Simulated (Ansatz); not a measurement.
MgMn2P2H4O10, one structure, two calculations

Cell: a computed structure from the Materials Project (it need not be an observed phase), taken as it stands.

```
Mg Mn H P O
1.0
     5.30757    0.00000    0.00000
    -0.81722    5.46214    0.00000
    -2.27296   -2.06037    7.19592
Mg Mn H P O
1 2 4 2 10
Direct
  0.09106 0.35156 0.87988
  0.98447 0.44843 0.45923
  0.51285 0.01450 0.00480
  0.86572 0.90879 0.28613
  0.06309 0.09437 0.21145
  0.04813 0.93548 0.65034
  0.90714 0.86566 0.80319
  0.41353 0.58144 0.24383
  0.60583 0.46315 0.77176
  0.31342 0.69943 0.07688
  0.27926 0.65066 0.38954
  0.71583 0.33260 0.92837
  0.76855 0.38774 0.64055
  0.72633 0.66675 0.33144
  0.31974 0.28501 0.14189
  0.29493 0.37393 0.68930
  0.68249 0.75884 0.84738
  0.07986 0.96610 0.78346
  0.90277 0.07804 0.25344
```

Atom numbers follow the list; atoms alike are taken as one site, whose name carries the number of the first.

First run. Computed with Ansatz: DFT, PBE, plane waves and PAW, scalar-relativistic, collinear spin, 420 eV cutoff, Γ-centred 5×4×3 k-points, Fermi–Dirac smearing 0.02 eV. Start moments as typed (μB): 5 on each Mn, none on the rest.

```
site  atom  V_zz (10²¹ V/m²)     η  m (μB)
  Mg     1              0.75  0.96    0.00
 Mn2     2              6.29  0.44    4.04
 Mn3     3              5.05  0.33   -4.17
  H5     5              3.13  0.06    0.00
  H7     7              1.32  0.18    0.00
  P8     8             -2.27  0.96    0.00
  P9     9              1.32  0.60    0.00
 O10    10              8.85  0.53   -0.02
 O12    12              8.82  0.59   -0.02
 O13    13              9.52  0.31    0.02
 O14    14              8.95  0.69    0.03
 O16    16              8.95  0.46    0.02
 O17    17              8.85  0.63   -0.02
 O18    18             11.46  0.89   -0.01
```

Second run. The same atoms and settings, except that the start moments (μB) are 0 -5 5 0 0 0 0 0 0 0 0 0 0 0 0 0 0 0 0 by atom.

(1) What does the second run give?

## Answers

(1) 

```
site  atom   V_zz     η  change of V_zz  m (μB)
  Mg     1   0.75  0.96            0.00    0.00
 Mn2     2   6.29  0.44            0.00   -4.04
 Mn3     3   5.05  0.33            0.00    4.17
  H5     5   3.13  0.06            0.00    0.00
  H7     7   1.32  0.18            0.00    0.00
  P8     8  -2.27  0.96            0.00    0.00
  P9     9   1.32  0.60            0.00    0.00
 O10    10   8.85  0.53            0.00    0.02
 O12    12   8.82  0.59            0.00    0.02
 O13    13   9.52  0.31            0.00   -0.02
 O14    14   8.95  0.69            0.00   -0.03
 O16    16   8.95  0.46            0.00   -0.02
 O17    17   8.85  0.63            0.00    0.02
 O18    18  11.46  0.89            0.00    0.01
```

No V_zz moves by more than 0.01. The table leaves out 5 of the 19 sites, with |V_zz| up to 9.77; their tensors move by 0.01 at most along any direction. The statements above cover all sites.

The largest force is 0.4 eV/Å, so the atoms aren't at the calculated equilibrium and relaxing them would move these values. The lattice is static: at room temperature water may turn and average the couplings of its hydrogen. The magnetic order is the one that the run reached from its start moments, not necessarily the measured one.
For the first run: The moments were started parallel, and the run ended with some of them reversed. The program didn't check the stability of this electronic state in full, so a lower one may lie near.
